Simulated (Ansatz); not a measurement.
SrVO3 (cubic perovskite, Pm-3m), plane-wave PAW r²SCAN (Ansatz code), all energies at zero smearing, with the estimated change up to a 700 eV cutoff added, with one set of potentials and settings (totals compare only within such a set). Cell of 5 atoms (1 Sr, 1 V, 3 O): -8185.340 eV.

```json
[
 {"element": "Sr", "reference phase": "P6_3/mmc, 2 atoms in the cell", "E (eV/atom)": "-3555.1144"},
 {"element": "V", "reference phase": "Im-3m, 1 atoms in the cell", "E (eV/atom)": "-2917.0669"},
 {"element": "O", "reference phase": "C2/m, 4 atoms in the cell, spin-polarised", "E (eV/atom)": "-566.0281"}
]
```

Formation energy per atom, worked out: (-8185.340 − 1×(-3555.1144) − 1×(-2917.0669) − 3×(-566.0281))/5 = -3.015 eV/atom (-291 kJ per mol of atoms), at 0 K, without zero-point energy or fitted corrections.

The cell was relaxed with r²SCAN under the symmetry of its start. Spin order of the final state: ferromagnetic, chosen from 5 collinear starts compared on coarse meshes (ties went to the first, and starts can fall back to one state), not a proven ground state. Other orbital occupations within this spin state were not tried. No Hubbard U is applied. The references are the lowest solids computed at this level, not always the standard phases (solids in place of the gases).

Potentials: the later of the program's two PAW sets.
